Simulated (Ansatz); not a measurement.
Bulk crystal (Hf) after relaxation:

```cif
data_structure
_symmetry_space_group_name_H-M 'Fm-3m'
_symmetry_Int_Tables_number 225
_cell_length_a 4.4793
_cell_length_b 4.4793
_cell_length_c 4.4793
_cell_angle_alpha 90.000
_cell_angle_beta 90.000
_cell_angle_gamma 90.000
_cell_volume 89.87
loop_
_atom_site_label
_atom_site_type_symbol
_atom_site_symmetry_multiplicity
_atom_site_Wyckoff_symbol
_atom_site_fract_x
_atom_site_fract_y
_atom_site_fract_z
_atom_site_occupancy
Hf1 Hf 4 a 0.00000 0.00000 0.00000 1
```

Miller indices refer to the conventional cell of Fm-3m (No. 225), a = 4.479 Å, b = 4.479 Å, c = 4.479 Å, α = 90.00°, β = 90.00°, γ = 90.00°.

The (100) slab of 5 planes, 9.0 Å thick with 15 Å of vacuum as cut; outer planes Hf (top) and Hf (bottom).

Computed with DFT r2SCAN, scalar-relativistic, plane waves, PAW (Ansatz). Cutoff 500 eV; k points 11×11×1 on the computed 5-atom cell (Γ-centred); Gaussian smearing, width 0.10 eV; no spin polarisation. A dipole correction removes the field between periodic images along c.

With the atoms at the bulk's places:

```json
{"Surface energy (mean of both faces)": "1.89 J/m²", "Work function": "4.01 eV"}
```

Q: What changes when all atoms relax within this surface cell and its symmetry?

A: The energy falls by 0.189 J/m² a face, and the largest move is 0.15 Å.

For the relaxed slab, the surface energy (mean of both faces) is 1.71 J/m² and the work function is 3.98 eV.

```csv
plane (bottom to top),atoms,"spacing to next, bulk (Å)",relaxed (Å),change (%)
1,Hf,2.240,2.027,-9.5
2,Hf,2.240,2.304,+2.9
3,Hf,2.240,2.304,+2.9
4,Hf,2.240,2.027,-9.5
5,Hf,,,
```

Spin-orbit coupling is left out, which matters for the bands of heavy elements. In some of the runs charge leaks into the vacuum, so their work functions can be off.

The reference crystal is the fcc form of Hf, which isn't its usual structure.